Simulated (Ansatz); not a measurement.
Computed properties of La

La:
```yaml
crystal:
  lattice:
    - [3.76443, 0.00000, 0.00000]
    - [-1.88222, 3.26009, 0.00000]
    - [0.00000, 0.00000, 12.09948]
  atoms:
    - { symbol: La, position: [0.00000, 0.00000, 0.00000] }
    - { symbol: La, position: [0.00000, 0.00000, 0.50000] }
    - { symbol: La, position: [0.33333, 0.66667, 0.25000] }
    - { symbol: La, position: [0.66667, 0.33333, 0.75000] }
```

Space group P6_3/mmc (No. 194), dhcp (α-La type); conventional cell a = b = 3.764 Å, c = 12.099 Å, α = β = 90.00°, γ = 120.00°.

Method: DFT-PBE in the program Ansatz with PAW potentials. Structure relaxed to zero pressure with the same functional. Other levels are named where they apply.

### Cell and energy

* **Volume per atom**: 37.12 Å³
* **Density**: 6.21 g/cm³

### Electronic structure

- Electronic character: metallic (no gap)
- Density of states at the Fermi level: 1.8 states/eV per atom (mean over ±0.08 eV)

Symmetry was held in the PBE relaxation. Axis ratios of metals converge slowly with the k-mesh, so a and c are less sure than the volume. Spin–orbit coupling is left out wherever it is not named.

Potentials: the later of the program's two PAW sets.
